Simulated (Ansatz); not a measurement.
A geometry of Nb away from equilibrium: step 3 of the relaxation of a relaxed Nb cell, doubled along one cell vector, shaken by Gaussian noise of σ = 0.08 Å a coordinate. The numbers are results of PBEsol (plane waves to 420 eV, PAW, scalar-relativistic; Ansatz, a program for electronic structure), not measurements. Γ-centred k-mesh 7×7×6 on the run's cell (coarser than for final values), Fermi–Dirac smearing 0.05 eV.

```
Nb
1.0
    5.56994    -0.00171     0.05553
   -2.78646     4.80727    -0.00599
    0.05358     0.02426     5.36975
Nb
8
Cartesian
  2.86478   0.07461  -0.10633
  2.63637  -0.05576   2.57376
 -1.43787   2.53865   0.03771
 -1.36479   2.25642   2.71952
  1.32987   2.38044   0.16797
  1.43114   2.47890   2.86059
 -0.04104   0.02885   1.37093
  0.02206   0.01648   4.02661
```

Problem. Give the Cartesian forces on all atoms (eV/Å).

Solution. 
```tsv
atom	Fx	Fy	Fz
Nb1	0.09	-0.03	-0.30
Nb2	0.15	0.07	-0.09
Nb3	-0.10	0.24	-0.08
Nb4	-0.13	0.10	0.04
Nb5	-0.14	-0.14	0.33
Nb6	0.04	-0.10	0.10
Nb7	0.10	-0.17	-0.23
Nb8	0.00	0.04	0.23
```

Problem. What is the pressure?

Solution. +0.4 GPa, compression positive.

Problem. How far above the relaxed end point is this geometry?

Solution. 0.25 eV/atom; the path ends in Im-3m (No. 229) (bcc (W type)).

No spin polarisation in the result.

Of the parent cell (P6/mmm (No. 191)): it is a generated cell of Nb: the first start was made by a random draw of sites in a space group, and the end was not matched to a known phase here, so it may be hypothetical. Known forms of Nb include space group No. 229.
